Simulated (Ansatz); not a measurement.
# Comparing deformations in C

Level of theory: DFT r2SCAN, scalar-relativistic, plane waves, PAW in Ansatz. The runs took a 500 eV cutoff, a Γ-centred 12×12×12 mesh and Gaussian smearing (0.05 eV). No spin polarisation. Energies are free energies at this smearing, counted from the undisturbed cell; pressure is positive in compression.

Reference structure (relaxed at this level):

```xyz
2
Lattice="0.0000 1.7801 1.7801 1.7801 0.0000 1.7801 1.7801 1.7801 0.0000" Properties=species:S:1:pos:R:3 pbc="T T T"
C     1.7801    1.7801    1.7801
C     2.6702    2.6702    2.6702
```

The cell is strained by ε times a Voigt pattern (xx, yy, zz, yz, xz, xy; engineering shear) with fractional coordinates fixed. τ = (1/V0) dE/dε comes from the stress tensor. Of each scan, only the three points used here are listed.

```csv
pattern,ε,τ (GPa)
"(0, 0, 0, 1, 0, 0)",-0.0025,-1.47
"(0, 0, 0, 1, 0, 0)",0.0000,0.00
"(0, 0, 0, 1, 0, 0)",0.0025,1.47
"(0, 0, 1, 0, 0, 0)",-0.0150,-17.01
"(0, 0, 1, 0, 0, 0)",0.0000,0.00
"(0, 0, 1, 0, 0, 0)",0.0150,16.35
```

Which constants do the scans give, and which deformation costs least for the same size of strain tensor?

The slope dτ/dε at zero (parabola through three points) is pᵀCp: (0, 0, 0, 1, 0, 0) gives C44 = 589 GPa; (0, 0, 1, 0, 0, 0) gives C11 = 1112 GPa. The size of the strain tensor, ε:ε, is ε² times 0.5, 1.0. Per unit of it the stiffnesses are 1177, 1112 GPa, so (0, 0, 1, 0, 0, 0) is the softest of these: at ε:ε = (1 %)² the quadratic term costs 1.96 meV/atom against 2.07 for the stiffest. These are clamped-ion values.

Forces appear on the atoms along this scan, and letting them relax would lower the energy and soften the response.

Cost: 18 runs of about 0.51 core-minutes in all, on Intel Xeon 6975P-C (Granite Rapids) (shared hosts).